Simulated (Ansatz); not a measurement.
The relaxed structure here is a generated cell of Ag: the first start was made by a random draw of sites in a space group, and the end was not matched to a known phase here, so it may be hypothetical. Known forms of Ag include space group No. 225.

The end point of a relaxation of Ag. Space group Pm-3m (No. 221). The numbers are results of r2SCAN (plane waves to 500 eV, PAW, scalar-relativistic; Ansatz, a program for electronic structure), not measurements.

```cif
data_Ag3
_chemical_formula_sum 'Ag3'
_space_group_name_H-M_alt 'P 1'
_space_group_IT_number 1
_cell_length_a 3.94373
_cell_length_b 3.94373
_cell_length_c 3.94373
_cell_angle_alpha 90.000
_cell_angle_beta 90.000
_cell_angle_gamma 90.000
loop_
_space_group_symop_operation_xyz
  'x, y, z'
loop_
_atom_site_label
_atom_site_type_symbol
_atom_site_fract_x
_atom_site_fract_y
_atom_site_fract_z
_atom_site_occupancy
Ag1 Ag 0.00000 0.50000 0.00000 1
Ag2 Ag 0.50000 0.00000 0.00000 1
Ag3 Ag 0.00000 0.00000 0.50000 1
```

For Ag, the volume per atom is 20.45 Å³. The band gap is zero (metallic), the shortest distances is Ag–Ag 2.79 Å and the k-mesh comes out as 12×12×12.

No spin polarisation in the result.

The run could not lose the symmetry of its start, so the end can be a saddle point.
